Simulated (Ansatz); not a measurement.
In:
```yaml
crystal:
  lattice:
    - [-1.68668, 1.68668, 2.24627]
    - [1.68668, -1.68668, 2.24627]
    - [1.68668, 1.68668, -2.24627]
  atoms:
    - { symbol: In, position: [0.00000, 0.00000, 0.00000] }
```

Relaxed with PBEsol. Special points in fractions of this cell's reciprocal vectors: Γ (0.000, 0.000, 0.000); X (0.000, 0.000, 0.500); P (0.250, 0.250, 0.250); N (0.000, 0.500, 0.000); M (0.500, 0.500, -0.500); S (0.391, 0.609, -0.391); S0 (-0.391, 0.391, 0.391); R (-0.282, 0.282, 0.500); G (0.500, 0.500, -0.282).

List the band energies nearest the Fermi level at these points for PBEsol (plane waves, PAW; program Ansatz).

In eV from the Fermi level; about four levels below and three above (degenerate sets whole), none deeper than 8.9 eV; … stands for higher levels left out; points with the same levels are listed once.

| k | below | above |
|---|---|---|
| Γ | – | 10.66 10.82 10.82 |
| X | -2.52 -2.42 | 4.21 4.53 … |
| P | -1.76 -0.16 -0.16 | 1.15 … |
| N | -4.35 -3.50 | 7.99 8.87 … |
| M | -1.87 -1.35 | 3.51 3.51 … |
| S | -1.65 -1.03 | 0.39 4.31 … |
| R | -1.36 -0.25 | 0.06 1.56 … |

Space group I4/mmm (body-centred tetragonal). Its axis ratio c/a = 1.33 departs by over 6 % from that of the usual cell of this phase: another minimum, or an error of the functional. Symmetry was held in the PBEsol relaxation; whether a distortion lowers the energy is not shown. Scalar-relativistic: spin–orbit coupling is off unless named, which matters more the heavier the elements.

Potentials: the later of the program's two PAW sets.
